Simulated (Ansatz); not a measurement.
Relaxed-ion elastic tensor of MgO (rock salt, Fm-3m) in GPa (Voigt order), DFT-PBEsol in the program Ansatz with PAW potentials; density 3.58 g/cm³, 9.36 Å³ per atom.

```
 293  89.9  89.9   0.0   0.0   0.0
89.9   293  89.9   0.0   0.0   0.0
89.9  89.9   293   0.0   0.0   0.0
 0.0   0.0   0.0   144   0.0   0.0
 0.0   0.0   0.0   0.0   144   0.0
 0.0   0.0   0.0   0.0   0.0   144
```

### Question
Is the crystal mechanically stable?

### Answer
Yes: the smallest eigenvalue of C is 144 GPa.

### Question
Work out the Voigt, Reuss and Hill averages.

### Answer
K_V = 158, K_R = 158, K_H = 158; G_V = 127, G_R = 124, G_H = 125 GPa.

### Question
Give Young's modulus, Poisson's ratio, Pugh's ratio and the universal anisotropy index.

### Answer
E = 9KG/(3K + G) = 297 GPa; ν = 0.19; K/G = 1.26 (brittle by the Pugh limit of 1.75); A_U = 5G_V/G_R + K_V/K_R − 6 = 0.15.

### Question
Estimate the sound speeds and the Debye temperature.

### Answer
v_l = √((K + 4G/3)/ρ) = 9530 m/s, v_t = √(G/ρ) = 5920 m/s, mean 6530 m/s; Θ = (h/k)(3n/4πV)^(1/3) v_m = 922 K.

### Question
Give the Zener ratio and Young's modulus along [100], [110] and [111].

### Answer
A = 2C44/(C11 − C12) = 1.42; 1/E = S11 − 2(S11 − S12 − S44/2)Γ with Γ = 0, 1/4, 1/3 gives 251, 307, 332 GPa.

### Question
Solve the Christoffel equation for the three sound speeds along [100], [110], [111].

### Answer
Eigenvalues of C_ijkl n_j n_l equal ρv². In km/s, slowest first: [100] 6.36, 6.36, 9.05; [110] 5.33, 6.36, 9.69; [111] 5.69, 5.69, 9.90.

Symmetry was held in the PBEsol relaxation. The volume moved by -16 % from the start of the relaxation.

Potentials: the earlier of the program's two PAW sets. The files were generated under PBE; for other functionals the program regenerates the frozen cores, and for LDA and PBEsol the local potential too.
